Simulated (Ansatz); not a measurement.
The computed numbers are results of PBE, scalar-relativistic (no spin polarisation) in the plane-wave PAW code Ansatz at 420 eV, Γ-centred 10×10×8 mesh, 0.05 eV Gaussian smearing. The datasets are Ansatz's generated set soft_2.

A compound XTe has these computed properties.

```
Space group                                           : P-6m2 (No. 187)
Conventional cell                                     : a = 4.150 Å, b = 4.150 Å, c = 4.441 Å, α = 90.00°, β = 90.00°, γ = 120.00°
Volume                                                : 33.11 Å³/atom
Band gap                                              : zero (metallic)
Density of states at the Fermi level                  : 0.73 states/(eV·atom)
Bader charges                                         : X 0.45; Te -0.45 e
Formation energy from the elements (0 K, uncorrected) : 0.01 eV/atom
Bulk modulus (Birch–Murnaghan)                        : 43 GPa
Pressure derivative B0′                               : 4.4
```

Sites: X on 1a, Te on 1f.

Task: Which element is X?
A. Pb
B. At
C. Tl
D. Bi

Result: D. X is Bi, so the compound is BiTe.

This is a trial structure; measured cells of the compound in the Crystallography Open Database are in space groups P-3m1, Fm-3m (rock salt).

These numbers lack spin–orbit coupling. The cell is a metal with an odd number of electrons, and spin polarisation wasn't tried.
